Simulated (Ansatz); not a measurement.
## Compressing PbO: a fit and a missing row

PbO, P4/nmm, a = 4.034 Å, c = 4.993 Å. The structure is a COD entry; whether it is the stable form wasn't checked. Ansatz: PBE+D3(BJ), PAW, 420 eV, Γ-centred 8×8×6 mesh on 4 atoms, Gaussian smearing 0.02 eV; no spin polarisation. Shape and atoms are relaxed at each volume; pressure is positive in compression.

```tsv
V (Å³/atom)	P (GPa)
17.880	?
18.489	2.92
19.099	1.69
19.708	0.75
20.318	0.00
20.927	-0.60
21.537	-0.93
22.349	-1.32
```

**Question.** Take V0 = 20.318 Å³/atom, fit the third-order Birch–Murnaghan form to the other rows, and predict the missing pressure.

**Answer.** With the Eulerian strain f = ½[(V0/V)^(2/3) − 1] and y = P/[3f(1 + 2f)^(5/2)], the form is the line y = B0 + 1.5 B0 (B0′ − 4) f. Rows (f, y): 0.03245, 25.63; 0.02105, 24.14; 0.01026, 23.16; -0.00975, 21.55; -0.01905, 17.93; -0.03077, 16.76. Means f = 0.0006983, y = 21.528; Σ(Δf)² = 0.003003, ΣΔfΔy = 0.4199; the slope is their ratio. y = 21.43 + 139.8 f GPa, so B0 = 21.4 GPa and B0′ = 4 + 2 × (139.8)/(3 × 21.43) = 8.35. At V = 17.880, f = 0.04448, y = 27.648 and P = 4.57 GPa. The run gave 4.44 GPa, so the fit is 0.13 GPa too high, 2.3 % of the span of the series, against an rms of 0.03 GPa on the fitted rows. The row lies outside the fitted range. A fourth-order term fitted to the same rows gives P = 4.31 GPa at this row's volume (the line 4.57, the run 4.44), no gain. A B0′ outside 2 to 8 is unusual except in layered or molecular crystals, and here it hangs on few rows.

In 1 of the 8 runs an atom lies near a switch of its D3 coefficient C6 between reference coordination numbers, so the dispersion energy changes steeply there and can bend the curve. Spin–orbit coupling is left out, which can shift energies with elements as heavy as these.